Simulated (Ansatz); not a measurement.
InGaAs2:
```
InGaAs2
1.0
    4.15318     0.00000     0.00000
    0.00000     4.15318     0.00000
    0.00000     0.00000     5.91943
In Ga As
1 1 2
Direct
  0.00000   0.00000   0.50000
  0.50000   0.50000   0.00000
  0.50000   0.00000   0.76991
  0.00000   0.50000   0.23009
```

Relaxed with r²SCAN.

Question: Map the electron localisation function on the plane through (0.000, 0.000, 0.500) spanned by u = [1, 0, 0] and v = [0, 0, 1] in lattice vectors, from r²SCAN in the plane-wave PAW code Ansatz.

Answer: x is the fraction of u, y of v (the angle between them is 90°; rows are the nearest grid lines); atoms in the plane: In at (0.00, 0.00), As at (0.50, 0.27).
```
|   .--:=++++++=:--.   |
|   .--:--------:--.   |
|..:--:::..  ..:::--:..|
|----:::..    ..:::----|
|:::::::.      .:::::::|
|:::::..        ..:::::|
|:::..            ..:::|
|....              ....|
|                      |
|         ....         |
|       ..::::..       |
|      .:-=++=-:.      |
|    .-+*#%%%%#*+-.    |
|   .-+##%%%%%%##+-.   |
|  .:+*##%%%%%%##*+:.  |
| .:+#%%#*=::=*#%%#+:. |
|.:-*%%%#+::::+#%%%*-:.|
|::=#%@%#=:--:=#%@%#=::|
|:-=*@@@%+:..:+%@@@*=-:|
|:::-+%@@%#**#%@@%+-:::|
|---:-*@@@%%%%@@@*-:---|
|..:::-#@@@%%@@@#-:::..|
|   .-:-+######+-:-.   |
|   .--:=++++++=:--.   |
```
Scale: ten equal steps from 0.000 (start of ' ') to 0.771 (end of '@'), in the order ' .:-=+*#%@'; x runs from 0.000 to 1.00, y from 0.000 (bottom) to 1.00 (top).

The density is the valence pseudo-density with augmentation charge, so density and ELF within about 1 Å of a nucleus are not all-electron values.

Space group P-4m2. The first step of the workflow began from a Materials Project structure, measured or hypothetical; the Crystallography Open Database copy checked does not list it. With In and Ga taken as one species the cell has the higher symmetry F-43m, so it may be an ordered model of a mixed-site phase. Whether it is the stable phase at ambient conditions was not checked. Symmetry was held in the r²SCAN relaxation; whether a distortion lowers the energy is not shown.

Potentials: the later of the program's two PAW sets.
